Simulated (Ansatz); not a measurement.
A trial cell of ZnF2 was relaxed with PBEsol (plane waves to 420 eV, PAW, scalar-relativistic; Ansatz, an electronic-structure program).

Before: Pnma (No. 62), oP12; a = 5.7772 Å, b = 3.4375 Å, c = 6.8573 Å, α = β = γ = 90.00°.

After relaxation:

Simulated powder pattern, Cu Kα, λ = 1.54184 Å (kinematic, ideal powder, no thermal factors, no anomalous dispersion; the 24 strongest lines at most, above 1 %, up to 2θ = 90°):

```tsv
2θ (°)	I/Imax (%)
24.18	100
35.52	10
36.55	21
36.88	14
45.72	31
51.88	20
52.38	22
59.20	5.3
59.90	18
66.01	8.2
66.65	8.6
71.20	1.1
71.61	13
72.02	3.9
77.86	1.2
78.48	7.3
78.68	3.8
88.83	1.3
89.22	3.4
89.61	4.3
```

Q: Identify the relaxed structure from its pattern: crystal system, space group and cell.

A: Tetragonal, I4₁/amd, origin choice 1 (No. 141), tI12, anatase type; a = b = 3.969 Å, c = 9.834 Å, α = β = γ = 90.00°. Sites: Zn 4b (0.000, 0.000, 0.500); F 8e (0.000, 0.000, 0.291).

Q: Index the strongest lines.

A: 24.18° (101), 36.55° (004), 45.72° (200), 51.88° (105), 52.38° (211).

No spin polarisation in the result.

The run could not lose the symmetry of its start: the end is stationary, and may be a saddle point rather than a minimum.

The relaxed structure here is a generated cell of ZnF2: the first start was made by placing the elements on the sites of a structure type, and the end was not matched to a known phase here, so it may be hypothetical. Known forms of ZnF2 include space group No. 136.
